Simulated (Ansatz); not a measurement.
Here is an unrelaxed guess for Nd2ScCl2.

```
Nd Sc Cl
1.0
     4.97975    0.00000    0.00000
     0.00000    4.97975    0.00000
     0.00000    0.00000    6.44026
Nd Sc Cl
2 1 2
Direct
  0.00000 0.50000 0.00000
  0.50000 0.00000 0.00000
  0.50000 0.50000 0.00000
  0.50000 0.50000 0.67248
  0.50000 0.50000 0.32752
```

Level of theory: DFT PBE, scalar-relativistic, plane waves, PAW, and for the lanthanide a 4f-in-core norm-conserving potential, in Ansatz. Cutoff 660 eV; k points 4×4×4 on the computed 5-atom cell (Γ-centred); Gaussian smearing, width 0.10 eV; no spin polarisation.

The zero of energy is the elements' standard structures at the same level (Cl₂ as a molecule); no fitted shifts are applied.

Question: How far from equilibrium is it?

Answer: The pressure is 21.5 GPa (the mean over three directions, positive in compression), the largest force is 0.52 eV/Å, and the energy is +1.03 eV/atom against the elements. The shortest distance is 2.11 Å.

Question: How much does it gain on relaxing, and where does it end?

Answer: Relaxing gains about 1.2 eV/atom (the start's value is from the coarse mesh, so the gain is rough) in 22 ionic steps and ends at −0.15 eV/atom on the finer mesh. The symmetry stays P4/mmm (No. 123). The volume per atom grows by 101.6 %, from 31.9 to 64.4 Å³. The shortest distance goes from 2.11 Å (Sc–Cl) to 2.39 Å (Sc–Cl). The ratio c/a of the conventional cell changes by a factor of 1.19. Conventional cell: a = 5.940 Å, c = 9.128 Å. Nd is surrounded by 2 Sc at 2.97 Å; Sc is surrounded by 2 Cl at 2.39 Å and 4 Nd at 2.97 Å; Cl is surrounded by 1 Sc at 2.39 Å.

The last run used a 6×6×4 mesh (in the run's order of axes) for its 5-atom cell and Gaussian smearing of 0.10 eV. Weakly bound directions are ill-defined at this level, which has no dispersion term. An odd number of valence electrons (the lanthanide is held trivalent, its 4f shell in the core) allows no gap without spin; another valence of the lanthanide, a larger cell or a magnetic state could open one. Trial moments died out on the coarse mesh, so the last step has no spin; another magnetic start might hold. The relaxation can't lower the symmetry of the start. A structure relaxed within its symmetry needn't be a true minimum. Another cell of Nd2ScCl2 relaxed alike, in Cmmm, lies 0.93 eV/atom lower, so this cell isn't the stable form at this level.

The lanthanide is trivalent by construction, without f bands, f moments or other valences. The reference runs of the other elements, and any phases without the lanthanide, used 420 eV, which shifts energies against them by under 10 meV/atom. The lanthanide's reference is the lowest of its hcp, dhcp and fcc cells.
